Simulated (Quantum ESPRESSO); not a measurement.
W2Mo2Se6PCl, one run as intended and one with a planted mistake

Simulated, not a measurement. The program is pw.x of Quantum ESPRESSO 7.5 (plane-wave density functional theory). The cell is made up: 12 atoms on a layered 2H lattice, with randomly drawn elements, strain and displacements, not relaxed. PseudoDojo standard norm-conserving files (v0.5 for PBE, v0.4.1 for LDA and PBEsol) set the functional; there is no spin polarisation, spin-orbit coupling or dispersion term, and the masses in the input are unused placeholders.

Intended input:

```
&control calculation='scf', pseudo_dir='./dojo.nc.sr.pbe.v0_5.standard.upf', outdir='./o', disk_io='medium', tprnfor=.true., tstress=.true. /
&system ibrav=0, nat=12, ntyp=5, nbnd=88, ecutwfc=85.99341389, nosym=.true., tot_charge=0,
 occupations='smearing', smearing='fd', degauss=0.0018374661
/
&electrons conv_thr=7.350e-09, electron_maxstep=60, /
ATOMIC_SPECIES
Cl 1.0 Cl.upf
Mo 1.0 Mo.upf
P 1.0 P.upf
Se 1.0 Se.upf
W 1.0 W.upf
CELL_PARAMETERS angstrom
3.2798 -0.0473 -0.0605
-0.0818 5.6712 -0.0113
-0.2425 -0.026 13.3009
ATOMIC_POSITIONS angstrom
W -0.1014 1.8425 3.3082
Mo 1.4862 0.8356 9.9808
W 1.513 4.7016 3.2841
Mo -0.242 3.6994 9.9663
Se -0.1094 1.8696 8.2769
Se -0.2347 1.8422 11.6527
Se 1.6149 0.9538 1.6339
P 1.5539 0.9414 5.051
Se 1.4046 4.7885 8.2806
Se 1.3965 4.6459 11.5133
Cl -0.0727 3.7807 1.681
Se -0.0862 3.8006 5.0548
K_POINTS automatic
7 4 2 1 1 1
```

The log is shortened where brackets say so; the opening notice, blank lines, dates and the lines on written files are dropped, and the path of the files is cut. It prints rydbergs, bohrs and kilobars, and counts compression as positive stress. Where no state is partly filled, the Fermi energy that it prints is only some level between the filled and the empty states on the mesh, and need not lie in the true gap.

Log of the intended run:

```
     Program PWSCF v.7.5
     Parallel version (MPI & OpenMP), running on       1 processor cores
     Number of MPI processes:                 1
     Threads/MPI process:                     1
     [start-up lines left out]
     bravais-lattice index     =            0
     lattice parameter (alat)  =       6.1996  a.u.
     unit-cell volume          =    1668.6350 (a.u.)^3
     number of atoms/cell      =           12
     number of atomic types    =            5
     number of electrons       =       164.00
     number of Kohn-Sham states=           88
     kinetic-energy cutoff     =      85.9934  Ry
     charge density cutoff     =     343.9737  Ry
     scf convergence threshold =      7.3E-09
     mixing beta               =       0.7000
     number of iterations used =            8  plain     mixing
     Exchange-correlation= PBE
                           (   1   4   3   4   0   0   0)
     [axes and pseudopotential details left out]
   Cartesian axes
     site n.     atom                  positions (alat units)
         1        W      tau(   1) = (  -0.0309080   0.5616181   1.0083827  )
         2        Mo     tau(   2) = (   0.4530132   0.2547018   3.0422785  )
         3        W      tau(   3) = (   0.4611822   1.4331092   1.0010367  )
         4        Mo     tau(   4) = (  -0.0737648   1.1276256   3.0378587  )
         5        Se     tau(   5) = (  -0.0333466   0.5698786   2.5229075  )
         6        Se     tau(   6) = (  -0.0715396   0.5615267   3.5518956  )
         7        Se     tau(   7) = (   0.4922427   0.2907307   0.4980341  )
         8        P      tau(   8) = (   0.4736491   0.2869510   1.5396109  )
         9        Se     tau(   9) = (   0.4281405   1.4595975   2.5240353  )
        10        Se     tau(  10) = (   0.4256715   1.4161312   3.5094046  )
        11        Cl     tau(  11) = (  -0.0221599   1.1524069   0.5123908  )
        12        Se     tau(  12) = (  -0.0262749   1.1584726   1.5407692  )
     number of k points=    28  Fermi-Dirac smearing, width (Ry)=  0.0018
                       cart. coord. in units 2pi/alat
        k(    1) = (   0.0736730   0.0734990   0.0631500), wk =   0.0714286
        k(    2) = (   0.0713933   0.0732203  -0.0602183), wk =   0.0714286
     [further k points left out]
     Dense  grid:   179799 G-vectors     FFT dimensions: (  40,  64, 150)
     Estimated max dynamical RAM per process >     377.20 MB
     Initial potential from superposition of free atoms
     starting charge     163.9955, renormalised to     164.0000
     Starting wfcs are  102 randomized atomic wfcs
     total cpu time spent up to now is       38.2 secs
     per-process dynamical memory:   206.7 Mb
     Self-consistent Calculation
     iteration #  1     ecut=    85.99 Ry     beta= 0.70
     Davidson diagonalization with overlap
     ethr =  1.00E-02,  avg # of iterations =  2.0
     Threshold (ethr) on eigenvalues was too large:
     Diagonalizing with lowered threshold
     Davidson diagonalization with overlap
     ethr =  5.44E-04,  avg # of iterations =  2.1
     total cpu time spent up to now is      245.8 secs
     total energy              =   -2085.91261002 Ry
     estimated scf accuracy    <       0.93010049 Ry
     iteration #  2     ecut=    85.99 Ry     beta= 0.70
     Davidson diagonalization with overlap
     ethr =  5.67E-04,  avg # of iterations =  9.7
     total cpu time spent up to now is      448.8 secs
     total energy              =   -2082.60822258 Ry
     estimated scf accuracy    <      54.11557765 Ry
     [iterations 3 to 20 left out]
     iteration # 21     ecut=    85.99 Ry     beta= 0.70
     Davidson diagonalization with overlap
     ethr =  9.57E-12,  avg # of iterations =  3.5
     total cpu time spent up to now is     2649.1 secs
     total energy              =   -2086.40918928 Ry
     estimated scf accuracy    <          7.6E-09 Ry
     iteration # 22     ecut=    85.99 Ry     beta= 0.70
     Davidson diagonalization with overlap
     ethr =  4.60E-12,  avg # of iterations =  2.7
     total cpu time spent up to now is     2757.0 secs
     End of self-consistent calculation
     [lines on levels left out]
     the Fermi energy is    12.3358 ev
!    total energy              =   -2086.40918928 Ry
     estimated scf accuracy    <          6.3E-10 Ry
     smearing contrib. (-TS)   =      -0.00000000 Ry
     internal energy E=F+TS    =   -2086.40918928 Ry
     The total energy is F=E-TS. E is the sum of the following terms:
     one-electron contribution =   -1238.31072236 Ry
     hartree contribution      =     670.72688094 Ry
     xc contribution           =    -411.32909003 Ry
     ewald contribution        =   -1107.49625783 Ry
     convergence has been achieved in  22 iterations
     Forces acting on atoms (cartesian axes, Ry/au):
     atom    1 type  5   force =     0.04299089    0.02765783    0.09033052
     atom    2 type  2   force =    -0.02211239    0.07739836   -0.03740279
     atom    3 type  5   force =     0.01711182    0.03637316    0.05290768
     atom    4 type  2   force =     0.00249338    0.02655827   -0.04167300
     atom    5 type  4   force =    -0.02147069   -0.01622400    0.01028514
     atom    6 type  4   force =     0.03659908   -0.00175972    0.02312270
     atom    7 type  4   force =    -0.04445264   -0.03334038   -0.03951773
     atom    8 type  3   force =     0.00705746   -0.02137411   -0.07816067
     atom    9 type  4   force =    -0.00682951   -0.06490808   -0.02563141
     atom   10 type  4   force =     0.01202002   -0.02042143    0.07131992
     atom   11 type  1   force =    -0.01760047   -0.00592858    0.01247629
     atom   12 type  4   force =    -0.00580695   -0.00403134   -0.03805665
     Total force =     0.228145     Total SCF correction =     0.000198
     Computing stress (Cartesian axis) and pressure
          total   stress  (Ry/bohr**3)                   (kbar)     P=       15.27
   0.00007977   0.00017764   0.00027946           11.73       26.13       41.11
   0.00017764   0.00013042   0.00013519           26.13       19.18       19.89
   0.00027946   0.00013519   0.00010115           41.11       19.89       14.88
     init_run     :     36.27s CPU     38.04s WALL (       1 calls)
     electrons    :   2623.51s CPU   2718.74s WALL (       1 calls)
     forces       :     22.42s CPU     22.70s WALL (       1 calls)
     stress       :     69.55s CPU     71.85s WALL (       1 calls)
     [timing details left out]
     PWSCF        :  45m52.38s CPU  47m33.50s WALL
     JOB DONE.
```

A second run has one planted mistake: the cell has the wrong charge. The input lines that differ, file-writing options aside:

```
- &system ibrav=0, nat=12, ntyp=5, nbnd=88, ecutwfc=85.99341389, nosym=.true., tot_charge=0,
+ &system ibrav=0, nat=12, ntyp=5, nbnd=88, ecutwfc=85.99341389, nosym=.true., tot_charge=1,
```

Its log:

```
     Program PWSCF v.7.5
     Parallel version (MPI & OpenMP), running on       4 processor cores
     Number of MPI processes:                 4
     Threads/MPI process:                     1
     [start-up lines left out]
     bravais-lattice index     =            0
     lattice parameter (alat)  =       6.1996  a.u.
     unit-cell volume          =    1668.6350 (a.u.)^3
     number of atoms/cell      =           12
     number of atomic types    =            5
     number of electrons       =       163.00
     number of Kohn-Sham states=           88
     kinetic-energy cutoff     =      85.9934  Ry
     charge density cutoff     =     343.9737  Ry
     scf convergence threshold =      7.3E-09
     mixing beta               =       0.7000
     number of iterations used =            8  plain     mixing
     Exchange-correlation= PBE
                           (   1   4   3   4   0   0   0)
     [axes and pseudopotential details left out]
   Cartesian axes
     site n.     atom                  positions (alat units)
         1        W      tau(   1) = (  -0.0309080   0.5616181   1.0083827  )
         2        Mo     tau(   2) = (   0.4530132   0.2547018   3.0422785  )
         3        W      tau(   3) = (   0.4611822   1.4331092   1.0010367  )
         4        Mo     tau(   4) = (  -0.0737648   1.1276256   3.0378587  )
         5        Se     tau(   5) = (  -0.0333466   0.5698786   2.5229075  )
         6        Se     tau(   6) = (  -0.0715396   0.5615267   3.5518956  )
         7        Se     tau(   7) = (   0.4922427   0.2907307   0.4980341  )
         8        P      tau(   8) = (   0.4736491   0.2869510   1.5396109  )
         9        Se     tau(   9) = (   0.4281405   1.4595975   2.5240353  )
        10        Se     tau(  10) = (   0.4256715   1.4161312   3.5094046  )
        11        Cl     tau(  11) = (  -0.0221599   1.1524069   0.5123908  )
        12        Se     tau(  12) = (  -0.0262749   1.1584726   1.5407692  )
     number of k points=    28  Fermi-Dirac smearing, width (Ry)=  0.0018
                       cart. coord. in units 2pi/alat
        k(    1) = (   0.0736730   0.0734990   0.0631500), wk =   0.0714286
        k(    2) = (   0.0713933   0.0732203  -0.0602183), wk =   0.0714286
     [further k points left out]
     Dense  grid:   179799 G-vectors     FFT dimensions: (  40,  64, 150)
     Estimated max dynamical RAM per process >     588.41 MB
     Estimated total dynamical RAM >       2.17 GB
     Initial potential from superposition of free atoms
     starting charge     163.9955, renormalised to     163.0000
     Starting wfcs are  102 randomized atomic wfcs
     total cpu time spent up to now is        7.5 secs
     per-process dynamical memory:   422.0 Mb
     Self-consistent Calculation
     iteration #  1     ecut=    85.99 Ry     beta= 0.70
     Davidson diagonalization with overlap
     ethr =  1.00E-02,  avg # of iterations =  2.0
     Threshold (ethr) on eigenvalues was too large:
     Diagonalizing with lowered threshold
     Davidson diagonalization with overlap
     ethr =  4.83E-04,  avg # of iterations =  2.3
     total cpu time spent up to now is       39.7 secs
     total energy              =   -2086.85090043 Ry
     estimated scf accuracy    <       0.85760172 Ry
     iteration #  2     ecut=    85.99 Ry     beta= 0.70
     Davidson diagonalization with overlap
     ethr =  5.26E-04,  avg # of iterations = 10.6
     total cpu time spent up to now is       66.8 secs
     total energy              =   -2083.47821913 Ry
     estimated scf accuracy    <      66.39868862 Ry
     [iterations 3 to 20 left out]
     iteration # 21     ecut=    85.99 Ry     beta= 0.70
     Davidson diagonalization with overlap
     ethr =  3.48E-11,  avg # of iterations =  4.9
     total cpu time spent up to now is      396.5 secs
     total energy              =   -2087.25828459 Ry
     estimated scf accuracy    <       0.00000003 Ry
     iteration # 22     ecut=    85.99 Ry     beta= 0.70
     Davidson diagonalization with overlap
     ethr =  1.63E-11,  avg # of iterations =  4.6
     total cpu time spent up to now is      412.2 secs
     End of self-consistent calculation
     [lines on levels left out]
     the Fermi energy is    11.3705 ev
!    total energy              =   -2087.25828459 Ry
     estimated scf accuracy    <          2.3E-09 Ry
     smearing contrib. (-TS)   =      -0.00128044 Ry
     internal energy E=F+TS    =   -2087.25700415 Ry
     The total energy is F=E-TS. E is the sum of the following terms:
     one-electron contribution =   -1239.13806199 Ry
     hartree contribution      =     669.78719169 Ry
     xc contribution           =    -410.40987602 Ry
     ewald contribution        =   -1107.49625783 Ry
     convergence has been achieved in  22 iterations
     Forces acting on atoms (cartesian axes, Ry/au):
     atom    1 type  5   force =     0.04253843    0.01500140    0.09599733
     atom    2 type  2   force =    -0.01979563    0.07655558   -0.03864652
     atom    3 type  5   force =     0.01809829    0.04055412    0.05050088
     atom    4 type  2   force =    -0.00087781    0.02448498   -0.04583332
     atom    5 type  4   force =    -0.02073531   -0.01574011    0.00960127
     atom    6 type  4   force =     0.03427654   -0.00294341    0.02488949
     atom    7 type  4   force =    -0.04274246   -0.03148055   -0.04099021
     atom    8 type  3   force =     0.00537603   -0.01741682   -0.07883910
     atom    9 type  4   force =    -0.00452062   -0.06182376   -0.02547559
     atom   10 type  4   force =     0.01195392   -0.01998857    0.07083310
     atom   11 type  1   force =    -0.01720791   -0.00448821    0.01348401
     atom   12 type  4   force =    -0.00636347   -0.00271466   -0.03552134
     Total force =     0.227371     Total SCF correction =     0.000259
     Computing stress (Cartesian axis) and pressure
          total   stress  (Ry/bohr**3)                   (kbar)     P=      -93.74
  -0.00062852   0.00016937   0.00025383          -92.46       24.92       37.34
   0.00016937  -0.00058305   0.00013101           24.92      -85.77       19.27
   0.00025383   0.00013101  -0.00070022           37.34       19.27     -103.01
     init_run     :      6.89s CPU      7.17s WALL (       1 calls)
     electrons    :    397.64s CPU    404.71s WALL (       1 calls)
     forces       :      3.00s CPU      3.05s WALL (       1 calls)
     stress       :      9.87s CPU     10.11s WALL (       1 calls)
     [timing details left out]
     PWSCF        :   6m57.77s CPU   7m 5.52s WALL
     JOB DONE.
```

|  | intended run | run with the mistake |
| --- | --- | --- |
| free energy (eV) | -28387.043 | -28398.596 |
| smearing term -TS (eV) | 0.0000 | -0.0174 |
| pressure (GPa) | 1.53 | -9.37 |
| largest force component (eV/Å) | 2.322 | 2.468 |
| largest change of a force component (eV/Å) |  | 0.325 |
| iterations | 22 | 22 |

For scale, a rerun of the intended cell at a cutoff of 1467 eV and k mesh 9 x 6 x 4 moved values by no more than 0.004 eV in energy, 0.02 GPa in stress and 0.004 eV/Å in force. The charged cell sits in a uniform background, so its energy and stress rest on the program's zero of potential.